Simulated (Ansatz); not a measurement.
SiRh2:
```
CELL_PARAMETERS angstrom
      5.45845     0.00000     0.00000
      0.00000     3.92002     0.00000
      0.00000     0.00000     7.36414
ATOMIC_POSITIONS crystal
  Si 0.27669 0.25000 0.89342
  Si 0.72331 0.75000 0.10658
  Si 0.22331 0.75000 0.39342
  Si 0.77669 0.25000 0.60658
  Rh 0.52700 0.75000 0.80400
  Rh 0.47300 0.25000 0.19600
  Rh 0.97300 0.25000 0.30400
  Rh 0.02700 0.75000 0.69600
  Rh 0.84150 0.25000 0.93030
  Rh 0.15850 0.75000 0.06970
  Rh 0.65850 0.75000 0.43030
  Rh 0.34150 0.25000 0.56970
```

Relaxed with r²SCAN. Special points in fractions of this cell's reciprocal vectors: Γ (0.000, 0.000, 0.000); X (0.500, 0.000, 0.000); S (0.500, 0.500, 0.000); Y (0.000, 0.500, 0.000); Z (0.000, 0.000, 0.500); U (0.500, 0.000, 0.500); R (0.500, 0.500, 0.500); T (0.000, 0.500, 0.500).

Task: List the band energies nearest the Fermi level at these points for DFT-r²SCAN in the program Ansatz with PAW potentials.

Result: In eV from the Fermi level; about four levels below and three above (degenerate sets whole), none deeper than 8.9 eV; points with the same levels are listed once.

```
k                    below                above
-  -----------------------  -------------------
Γ  -1.09 -1.05 -0.59 -0.46       0.02 0.06 0.19
X  -0.50 -0.50 -0.17 -0.17  0.25 0.25 2.90 2.90
S  -0.89 -0.89 -0.89 -0.89  0.33 0.33 0.33 0.33
Y  -1.23 -1.23 -0.82 -0.82  0.03 0.03 0.17 0.17
Z  -0.11 -0.11 -0.06 -0.06  0.96 0.96 2.19 2.19
U  -0.79 -0.79 -0.45 -0.45  0.13 0.13 0.48 0.48
R  -0.94 -0.94 -0.94 -0.94  0.51 0.51 0.51 0.51
T  -1.09 -1.09 -0.56 -0.56  0.38 0.38 1.08 1.08
```

Space group Pnma. The workflow started from a Materials Project entry (that database holds measured and hypothetical structures alike); the Crystallography Open Database copy checked does not list it. Its standing as an ambient phase is unchecked. Symmetry was held in the r²SCAN relaxation; its stability against distortions is not shown here. The run is not spin-polarised. Spin–orbit coupling is left out wherever it is not named.

Potentials: the later of the program's two PAW sets.
